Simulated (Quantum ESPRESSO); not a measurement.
Al4Ti4, input and log of a self-consistent run

Simulated, not a measurement. The program is pw.x of Quantum ESPRESSO 7.5 (plane-wave density functional theory). The cell is made up: eight metal atoms on a hexagonal close-packed lattice, with elements, volume, strain and displacements drawn at random and not relaxed, so it may be unstable or far from any real phase. PseudoDojo standard norm-conserving files set the functional (PBE unless stated); there is no spin polarisation or spin-orbit coupling, the Fermi-Dirac width of 0.25 eV means electrons at about 2900 K, and the masses in the input are unused placeholders. A spin test at this wide smearing found no moment, but such smearing suppresses magnetism that the real alloy may have.

Input:

```
&control calculation='scf', pseudo_dir='./dojo.nc.sr.pbe.v0_5.standard.upf', outdir='./o', disk_io='minimal', tprnfor=.true., tstress=.true. /
&system ibrav=0, nat=8, ntyp=2, nbnd=43, ecutwfc=84.00895049, nosym=.true., tot_charge=0,
 occupations='smearing', smearing='fd', degauss=0.0183746611
/
&electrons conv_thr=1.470e-08, electron_maxstep=70, mixing_beta=0.5 /
ATOMIC_SPECIES
Al 1.0 Al.upf
Ti 1.0 Ti.upf
CELL_PARAMETERS angstrom
2.8848 0.0 0.0
1.4424 -2.4983 -4.7549
1.4424 7.4949 -4.7549
ATOMIC_POSITIONS angstrom
Al -0.0018 0.0644 -0.0771
Al 1.4776 2.6366 -4.7096
Ti 1.3956 -0.8149 -2.383
Ti 2.8777 1.7501 -7.0643
Al 3.0078 5.0967 -4.7724
Ti 2.7936 0.0605 -4.6746
Al 2.913 1.6396 -2.4327
Ti 4.3461 4.1729 -7.1513
K_POINTS automatic
10 5 3 1 1 1
```

The log is shortened where brackets say so; the opening notice, blank lines, dates and the lines on written files are dropped, and the path of the files is cut. It prints rydbergs, bohrs and kilobars, and counts compression as positive stress. Its total energy is the free energy E - TS of the whole cell.

```
     Program PWSCF v.7.5
     Parallel version (MPI & OpenMP), running on       4 processor cores
     Number of MPI processes:                 4
     Threads/MPI process:                     1
     [start-up lines left out]
     bravais-lattice index     =            0
     lattice parameter (alat)  =       5.4515  a.u.
     unit-cell volume          =     925.0352 (a.u.)^3
     number of atoms/cell      =            8
     number of atomic types    =            2
     number of electrons       =        60.00
     number of Kohn-Sham states=           43
     kinetic-energy cutoff     =      84.0090  Ry
     charge density cutoff     =     336.0358  Ry
     scf convergence threshold =      1.5E-08
     mixing beta               =       0.5000
     number of iterations used =            8  plain     mixing
     Exchange-correlation= PBE
                           (   1   4   3   4   0   0   0)
     [axes and pseudopotential details left out]
   Cartesian axes
     site n.     atom                  positions (alat units)
         1        Al     tau(   1) = (  -0.0006240   0.0223239  -0.0267263  )
         2        Al     tau(   2) = (   0.5122019   0.9139628  -1.6325568  )
         3        Ti     tau(   3) = (   0.4837770  -0.2824806  -0.8260538  )
         4        Ti     tau(   4) = (   0.9975388   0.6066625  -2.4488006  )
         5        Al     tau(   5) = (   1.0426373   1.7667429  -1.6543261  )
         6        Ti     tau(   6) = (   0.9683860   0.0209720  -1.6204243  )
         7        Al     tau(   7) = (   1.0097754   0.5683583  -0.8432820  )
         8        Ti     tau(   8) = (   1.5065516   1.4465128  -2.4789587  )
     number of k points=    75  Fermi-Dirac smearing, width (Ry)=  0.0184
                       cart. coord. in units 2pi/alat
        k(    1) = (   0.0500000   0.0192451  -0.0556142), wk =   0.0266667
        k(    2) = (   0.0500000  -0.1732058   0.0455025), wk =   0.0266667
     [further k points left out]
     Dense  grid:    96225 G-vectors     FFT dimensions: (  32,  64, 100)
     Estimated max dynamical RAM per process >     276.22 MB
     Estimated total dynamical RAM >       1.01 GB
     Initial potential from superposition of free atoms
     starting charge      59.9839, renormalised to      60.0000
     Starting wfcs are   56 randomized atomic wfcs
     total cpu time spent up to now is        5.6 secs
     per-process dynamical memory:   233.5 Mb
     Self-consistent Calculation
     iteration #  1     ecut=    84.01 Ry     beta= 0.50
     Davidson diagonalization with overlap
     ethr =  1.00E-02,  avg # of iterations =  2.0
     Threshold (ethr) on eigenvalues was too large:
     Diagonalizing with lowered threshold
     Davidson diagonalization with overlap
     ethr =  6.33E-04,  avg # of iterations =  4.0
     total cpu time spent up to now is       27.3 secs
     total energy              =    -493.41085663 Ry
     estimated scf accuracy    <       0.40426704 Ry
     iteration #  2     ecut=    84.01 Ry     beta= 0.50
     Davidson diagonalization with overlap
     ethr =  6.74E-04,  avg # of iterations =  8.9
     total cpu time spent up to now is       42.9 secs
     total energy              =    -492.77851302 Ry
     estimated scf accuracy    <      16.15378364 Ry
     iteration #  3     ecut=    84.01 Ry     beta= 0.50
     Davidson diagonalization with overlap
     ethr =  6.74E-04,  avg # of iterations =  6.2
     total cpu time spent up to now is       56.9 secs
     total energy              =    -493.53062126 Ry
     estimated scf accuracy    <       0.47822782 Ry
     iteration #  4     ecut=    84.01 Ry     beta= 0.50
     Davidson diagonalization with overlap
     ethr =  6.74E-04,  avg # of iterations =  2.7
     total cpu time spent up to now is       67.1 secs
     total energy              =    -493.55623926 Ry
     estimated scf accuracy    <       0.16136648 Ry
     iteration #  5     ecut=    84.01 Ry     beta= 0.50
     Davidson diagonalization with overlap
     ethr =  2.69E-04,  avg # of iterations =  3.7
     total cpu time spent up to now is       78.2 secs
     total energy              =    -493.55143836 Ry
     estimated scf accuracy    <       0.54851468 Ry
     [iterations 6 to 13 left out]
     iteration # 14     ecut=    84.01 Ry     beta= 0.50
     Davidson diagonalization with overlap
     ethr =  1.91E-09,  avg # of iterations =  2.3
     total cpu time spent up to now is      187.8 secs
     total energy              =    -493.58755648 Ry
     estimated scf accuracy    <       0.00000095 Ry
     iteration # 15     ecut=    84.01 Ry     beta= 0.50
     Davidson diagonalization with overlap
     ethr =  1.58E-09,  avg # of iterations =  2.0
     total cpu time spent up to now is      197.2 secs
     total energy              =    -493.58755650 Ry
     estimated scf accuracy    <       0.00000061 Ry
     iteration # 16     ecut=    84.01 Ry     beta= 0.50
     Davidson diagonalization with overlap
     ethr =  1.01E-09,  avg # of iterations =  2.3
     total cpu time spent up to now is      206.7 secs
     total energy              =    -493.58755648 Ry
     estimated scf accuracy    <       0.00000212 Ry
     iteration # 17     ecut=    84.01 Ry     beta= 0.50
     Davidson diagonalization with overlap
     ethr =  1.01E-09,  avg # of iterations =  1.1
     total cpu time spent up to now is      215.4 secs
     total energy              =    -493.58755655 Ry
     estimated scf accuracy    <       0.00000004 Ry
     iteration # 18     ecut=    84.01 Ry     beta= 0.50
     Davidson diagonalization with overlap
     ethr =  6.79E-11,  avg # of iterations =  5.9
     total cpu time spent up to now is      228.6 secs
     End of self-consistent calculation
     [lines on levels left out]
!    total energy              =    -493.58755656 Ry
     estimated scf accuracy    <          3.3E-09 Ry
     smearing contrib. (-TS)   =      -0.11091575 Ry
     internal energy E=F+TS    =    -493.47664081 Ry
     The total energy is F=E-TS. E is the sum of the following terms:
     one-electron contribution =    -259.89740534 Ry
     hartree contribution      =     147.63036863 Ry
     xc contribution           =     -78.47720246 Ry
     ewald contribution        =    -302.73240164 Ry
     convergence has been achieved in  18 iterations
     Forces acting on atoms (cartesian axes, Ry/au):
     atom    1 type  1   force =    -0.00324091    0.00422010    0.02367800
     atom    2 type  1   force =    -0.00344721   -0.00894615   -0.01120581
     atom    3 type  2   force =     0.00519278    0.00461666   -0.00340335
     atom    4 type  2   force =     0.00846884   -0.00792621    0.00143561
     atom    5 type  1   force =    -0.00706112   -0.00791539    0.00523814
     atom    6 type  2   force =     0.00840352   -0.01826853   -0.03049521
     atom    7 type  1   force =    -0.00535526    0.02049669    0.01892690
     atom    8 type  2   force =    -0.00296065    0.01372283   -0.00417427
     Total force =     0.059150     Total SCF correction =     0.000214
     Computing stress (Cartesian axis) and pressure
          total   stress  (Ry/bohr**3)                   (kbar)     P=      -26.46
  -0.00005282  -0.00000100  -0.00000917           -7.77       -0.15       -1.35
  -0.00000100  -0.00013778   0.00008094           -0.15      -20.27       11.91
  -0.00000917   0.00008094  -0.00034904           -1.35       11.91      -51.35
     init_run     :      5.36s CPU      5.52s WALL (       1 calls)
     electrons    :    222.38s CPU    222.96s WALL (       1 calls)
     forces       :      1.50s CPU      1.51s WALL (       1 calls)
     stress       :      5.09s CPU      5.09s WALL (       1 calls)
     [timing details left out]
     PWSCF        :   3m54.44s CPU   3m55.23s WALL
     JOB DONE.
```

In other units: free energy -6715.601 eV for the cell, pressure -2.65 GPa, largest force component 0.784 eV/Å in size. The run took 237 s of wall time with four MPI processes on a shared machine (AMD EPYC, Zen 5, virtual cores), so the time is rough. A rerun of this cell at a higher cutoff and on a denser mesh moved values by no more than 0.004 eV in energy, 0.04 GPa in stress and 0.003 eV/Å in force, and a second program with other atomic files agreed on that cell to 2 % rms in force and 0.5 GPa in pressure.